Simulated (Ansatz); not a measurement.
Input, command and steps of an Ansatz relaxation.

```yaml
crystal:
  lattice:
    - [4.8709573345, 0.0, 0.0]
    - [0.0, 4.8709573345, 0.0]
    - [0.0, 0.0, 2.7831271105]
  atoms:
    - { symbol: Ta, position: [0.0, 0.0, 0.5] }
    - { symbol: Ta, position: [0.5, 0.5, 0.0] }
    - { symbol: O, position: [0.7161080197, 0.2838919803, 0.5] }
    - { symbol: O, position: [0.2838919803, 0.7161080197, 0.5] }
    - { symbol: O, position: [0.2161080197, 0.2161080197, 0.0] }
    - { symbol: O, position: [0.7838919803, 0.7838919803, 0.0] }
basis:
  ecutwfc: 500
kpoints:
  mp_grid: { grid: [8, 8, 12] }
hamiltonian:
  xc: r2scan
scf:
  occupations: { method: gaussian, width: 0.1 }
output:
  forces: true
  stress: true
  eigenvalues: true
relax:
  adjacent_minimum: "off"
  f_tol: 0.01
  max_steps: 30
  cell: { stress_tol: 0.1, fix: [volume] }
```

```bash
ansatz run input.yaml --threads 1 --pin off --max-ram 2560MiB --backend cpu --events-out ev --progress --plain --runs-dir out
```

Computed with DFT r2SCAN, scalar-relativistic, plane waves, PAW (Ansatz 0.2.0).

The volume is held at 0.94 times that of the relaxed cell.

Of 4 frames 3 are shown, positions in Å and forces in eV/Å; the SCF threshold varies from step to step. Steps run on the plane waves of an earlier cell, with a Pulay correction in the pressure. The basis is chosen afresh for the last frame, the zero of the energies, and at times for earlier ones too; energy and pressure step there, also at an unchanged geometry.

```xyz
6
Lattice="4.8710 0.0000 0.0000 0.0000 4.8710 0.0000 0.0000 0.0000 2.7831" Properties=species:S:1:pos:R:3:forces:R:3 pbc="T T T" step=1 free_energy_over_end_meV_per_atom=0.12 pressure_GPa=19.85
Ta    0.0000    0.0000    1.3916    0.0000    0.0000    0.0000
Ta    2.4355    2.4355    0.0000    0.0000    0.0000    0.0000
O     3.4881    1.3828    1.3916    0.0505   -0.0505    0.0000
O     1.3828    3.4881    1.3916   -0.0505    0.0505    0.0000
O     1.0527    1.0527    0.0000    0.0505    0.0505    0.0000
O     3.8183    3.8183    0.0000   -0.0505   -0.0505    0.0000
6
Lattice="4.8779 0.0000 0.0000 0.0000 4.8779 0.0000 0.0000 0.0000 2.7752" Properties=species:S:1:pos:R:3:forces:R:3 pbc="T T T" step=2 free_energy_over_end_meV_per_atom=0.02 pressure_GPa=19.73
Ta    0.0000    0.0000    1.3876    0.0000    0.0000    0.0000
Ta    2.4389    2.4389    0.0000    0.0000    0.0000    0.0000
O     3.4955    1.3824    1.3876    0.0128   -0.0128    0.0000
O     1.3824    3.4955    1.3876   -0.0128    0.0128    0.0000
O     1.0566    1.0566    0.0000    0.0128    0.0128    0.0000
O     3.8213    3.8213    0.0000   -0.0128   -0.0128    0.0000
6
Lattice="4.8755 0.0000 0.0000 0.0000 4.8755 0.0000 0.0000 0.0000 2.7780" Properties=species:S:1:pos:R:3:forces:R:3 pbc="T T T" step=4 free_energy_over_end_meV_per_atom=0.00 pressure_GPa=19.75
Ta    0.0000    0.0000    1.3890    0.0000    0.0000    0.0000
Ta    2.4377    2.4377    0.0000    0.0000    0.0000    0.0000
O     3.4938    1.3817    1.3890   -0.0006    0.0006    0.0000
O     1.3817    3.4938    1.3890    0.0006   -0.0006    0.0000
O     1.0561    1.0561    0.0000   -0.0006   -0.0006    0.0000
O     3.8194    3.8194    0.0000    0.0006    0.0006    0.0000
```

The run took 69 s on 1 thread of Intel(R) Xeon(R) Platinum 8488C (Sapphire Rapids) (shared host), peak memory 0.69 GiB.

Spin–orbit coupling is left out, which can shift energies with elements as heavy as these.